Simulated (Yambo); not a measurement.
AgCl (space group Cmcm, No. 63), G0W0@PBEsol in Yambo with this input:

```
rim_cut
gw0
dyson
el_el_corr
HF_and_locXC
ppa
em1d
RandQpts= 1000000
RandGvec= 1 Ry
EXXRLvcs= 82 Ry
VXCRLvcs= 328 Ry
Chimod= "HARTREE"
% BndsRnXp
 9 | 99 |
%
NGsBlkXp= 6 Ry
% LongDrXp
 1.0 | 1.0 | 1.0 |
%
PPAPntXp= 27.2114 eV
% GbndRnge
 1 | 99 |
%
GTermKind= "BG"
DysSolver= "n"
ExtendOut
```

On a 4×4×4 mesh, with wavefunctions cut at 82 Ry, the gap ((0.25, 0.25, 0) → Γ) is 1.718 eV and the valence edge shifts by -0.796 eV.

What happens with this change: 55 bands in W?

The gap rises by 0.210 eV, to 1.928 eV; the shift of the valence edge becomes -0.743 eV. Neither run is shown to be the converged limit.

Spin-orbit coupling is not included.

Geometry relaxed with PBEsol; primitive cell a = b = 5.738 Å, c = 3.845 Å, α = β = 90.00°, γ = 142.44°.

This is not the ordinary phase of the substance; no match was found in the copy of COD used, and its stability was not checked.

A shift is the quasiparticle energy of the state minus its PBEsol energy.
